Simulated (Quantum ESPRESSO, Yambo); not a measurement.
SrAlSiH under isotropic strain

```
SrAlSiH
1.0
    4.20693     0.00000     0.00000
   -2.10346     3.64331     0.00000
    0.00000     0.00000     4.78563
H Al Si Sr
1 1 1 1
Direct
  0.66667   0.33333   0.09737
  0.66667   0.33333   0.46570
  0.33333   0.66667   0.55426
  0.00000   0.00000   0.00566
```

SrAlSiH (space group P3m1, No. 156) under isotropic strain (on all lattice vectors), counted from the cell relaxed with PBEsol, atoms relaxed at each step. PBEsol (pw.x of Quantum ESPRESSO, ONCV potentials, no spin-orbit coupling); G0W0 and BSE in Yambo (3×3×2 Γ-centred k mesh, 136 bands and a 8 Ry block in the screening, 136 bands in G with the Bruneval-Gonze terminator, plasmon pole fitted at 27.2 eV; BSE 9×9×6 mesh, 3 valence and 5 conduction bands, static screening with 37 bands and a 4 Ry block, scissor from each state's G0W0).

| strain (%) | pressure (GPa) | PBEsol gap (eV) | kind | G0W0 direct gap (eV) | lowest vertical BSE state (eV) | RPA ε∞ along x |
|---|---|---|---|---|---|---|
| -3 | 6.7 | 0.42 | indirect | 2.13 at A | not resolved | – |
| -1.5 | 3.0 | 0.41 | indirect | 2.18 at A | not resolved | – |
| -0.7 | 1.4 | 0.41 | indirect | 2.20 at A | not resolved | – |
| 0 | 0.0 | 0.41 | indirect | 2.22 at A | not resolved | – |
| +1 | -1.7 | 0.42 | indirect | 2.24 at A | not resolved | – |
| +2 | -3.2 | 0.42 | indirect | 2.26 at A | not resolved | – |

Between -0.7 % and +1 % the direct gap at A has a volume deformation potential dE/dlnV of 0.9 eV in PBEsol; the block changes size in that range, so no G0W0 slope is given.

GW, BSE and RPA settings are held fixed; their convergence isn't established. Strains are linear. The screening block changes size along the series (175 vectors at -3 %, 213 vectors at -1.5 %, 213 vectors at -0.7 %, 225 vectors at +0 %, 225 vectors at +1 %, 225 vectors at +2 %), which puts steps into the G0W0 values.  Axes are Cartesian, with cell vectors (Å) (4.21, 0.00, 0.00), (-2.10, 3.64, 0.00), (0.00, 0.00, 4.79).

The structure is a Materials Project entry; no match was found in the copy of COD used, and its stability was not checked.
